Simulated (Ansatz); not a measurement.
Relaxed-ion elastic tensor of ZrB2 in space group P6/mmm (No. 191; Zr on 1a, B on 2d) in GPa (Voigt order), r²SCAN in the plane-wave PAW code Ansatz; density 6.07 g/cm³, 10.29 Å³ per atom.

```
 579  53.5   120   0.0   0.0   0.0
53.5   579   120   0.0   0.0   0.0
 120   120   442   0.0   0.0   0.0
 0.0   0.0   0.0   256   0.0   0.0
 0.0   0.0   0.0   0.0   256   0.0
 0.0   0.0   0.0   0.0   0.0   263
```

Is the crystal mechanically stable?

Yes: the smallest eigenvalue of C is 256 GPa.

Work out the Voigt, Reuss and Hill averages.

K_V = 243, K_R = 242, K_H = 243; G_V = 242, G_R = 235, G_H = 239 GPa.

Give Young's modulus, Poisson's ratio, Pugh's ratio and the universal anisotropy index.

E = 9KG/(3K + G) = 539 GPa; ν = 0.13; K/G = 1.02 (brittle by the Pugh limit of 1.75); A_U = 5G_V/G_R + K_V/K_R − 6 = 0.15.

Estimate the sound speeds and the Debye temperature.

v_l = √((K + 4G/3)/ρ) = 9610 m/s, v_t = √(G/ρ) = 6270 m/s, mean 6870 m/s; Θ = (h/k)(3n/4πV)^(1/3) v_m = 941 K.

Solve the Christoffel equation for the three sound speeds along x, y, z.

Eigenvalues of C_ijkl n_j n_l equal ρv². In km/s, slowest first: x 6.50, 6.58, 9.76; y 6.50, 6.58, 9.76; z 6.50, 6.50, 8.53.

How much does each axis shrink under pressure?

Linear compressibilities β_i = Σ_j S_ij (j = 1 to 3): x 1.3, y 1.3, z 1.6 per TPa.

The r²SCAN relaxation kept the symmetry of its start. The run is not spin-polarised. As this level gives no gap, shear constants depend on the k-mesh and smearing (Fermi–Dirac, 0.1 eV here).

Potentials: the earlier of the program's two PAW sets. The files were generated under PBE; for other functionals the program regenerates the frozen cores, and for LDA and PBEsol the local potential too.
